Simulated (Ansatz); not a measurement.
Si:
```xyz
2
Lattice="0.0000 2.7009 2.7009 2.7009 0.0000 2.7009 2.7009 2.7009 0.0000" Properties=species:S:1:pos:R:3 pbc="T T T"
Si     2.7009     2.7009     2.7009
Si     4.0513     4.0513     4.0513
```

Relaxed with LDA. Special points in fractions of this cell's reciprocal vectors: Γ (0.000, 0.000, 0.000); X (0.500, 0.000, 0.500); U (0.625, 0.250, 0.625); K (0.375, 0.375, 0.750); L (0.500, 0.500, 0.500); W (0.500, 0.250, 0.750).

Question: List the band energies nearest the valence-band maximum at these points for LDA in the plane-wave PAW code Ansatz.

Answer: In eV from the valence-band maximum; about four levels below and three above (degenerate sets whole), none deeper than 8.9 eV; points with the same levels are listed once.

```
k                    below                  above
-  -----------------------  ---------------------
Γ           0.00 0.00 0.00         2.53 2.53 2.53
X  -7.88 -7.88 -2.90 -2.90  0.58 0.58 10.10 10.10
U  -8.28 -7.28 -4.41 -2.46         1.08 4.06 7.47
L        -7.07 -1.21 -1.21         1.48 3.29 3.29
W  -7.70 -7.70 -3.95 -3.95    4.18 4.18 4.98 4.98
```

Space group Fd-3m (diamond). The LDA relaxation kept the symmetry of its start.

Potentials: the earlier of the program's two PAW sets.
